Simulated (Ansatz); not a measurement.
The elements of this relaxed trial sheet are hidden behind letters. The sheet is periodic along a and b; c holds vacuum.

```
lattice vectors (Å)
   3.4092    0.0000    0.0000
  -1.7046    2.9524    0.0000
   0.0000    0.0000   28.9889
fractional positions
X 0.0000 0.0000 0.2894
Z 0.6667 0.3333 0.3410
Q 0.3333 0.6667 0.2462
```

Computed with DFT PBE, scalar-relativistic, plane waves, PAW in Ansatz 0.2.0. Plane waves to 420 eV, an 18×18×1 mesh through Γ for the 3-atom cell and 0.10 eV Gaussian smearing; collinear spin.

```
Layer group                                : p3m1 (No. 69)
In-plane cell                              : a = 3.409 Å, b = 3.409 Å, γ = 120.0°
Area per atom                              : 3.36 Å²
Thickness between the outermost nuclei     : 2.75 Å
Energy over the elements                   : −0.51 eV/atom
Gap on the 18×18×1 mesh of the 3-atom cell : 0 eV (a metal)
Net moment per atom                        : 0.96 μB
```

Energies are uncorrected and count from the elements' standard states at the same level.

Q: X is a d-block element of period 4, Z is a p-block element of period 4 and Q is a p-block element of period 3. Which elements are they?

A: X = Mn, Z = Se, Q = S, so the formula is MnSeS. Mn at height 1.25 Å has 3 S at 2.33 Å and 3 Se at 2.47 Å; Se at height 2.75 Å has 3 Mn at 2.47 Å; S at height 0.00 Å has 3 Mn at 2.33 Å. Other elements may fit the hints; this set was computed.

No Hubbard U is applied to the 3d shell of Mn. The magnetic state reached may not be the lowest. Symmetry constrained the relaxation, so the result can be a saddle point.
